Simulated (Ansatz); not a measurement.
TiS in space group R-3m (No. 166; Ti on 3b, Ti on 6c, S on 3a, S on 6c) at seven volumes, the program Ansatz at the PBEsol level (PAW), shape and atoms relaxed at each. One row is withheld.

```csv
V (Å³/atom),P (GPa)
13.308,16.69
13.746,?
14.185,4.68
14.624,0.00
15.063,-3.98
15.501,-7.36
15.940,-10.21
```

Question: Fit the shown pressures and predict the withheld one.

Answer: Third-order Birch–Murnaghan: P = (3/2)B₀(x^(7/2) − x^(5/2))[1 + (3/4)(B′ − 4)(x − 1)] with x = (V₀/V)^(2/3). Least squares on the six rows gives V₀ = 14.624 Å³/atom, B₀ = 143.5 GPa, B′ = 4.44. At V = 13.746, x = 1.0421 and P = 10.20 GPa. The run itself gave 10.20 GPa.

The workflow started from an entry of the Crystallography Open Database (COD), which files this formula under 2 space groups. Its standing as an ambient phase is unchecked. The cell was relaxed with PBEsol under the symmetry of its start; its stability against distortions is not shown here. No spin polarisation was allowed.

Potentials: the later of the program's two PAW sets.
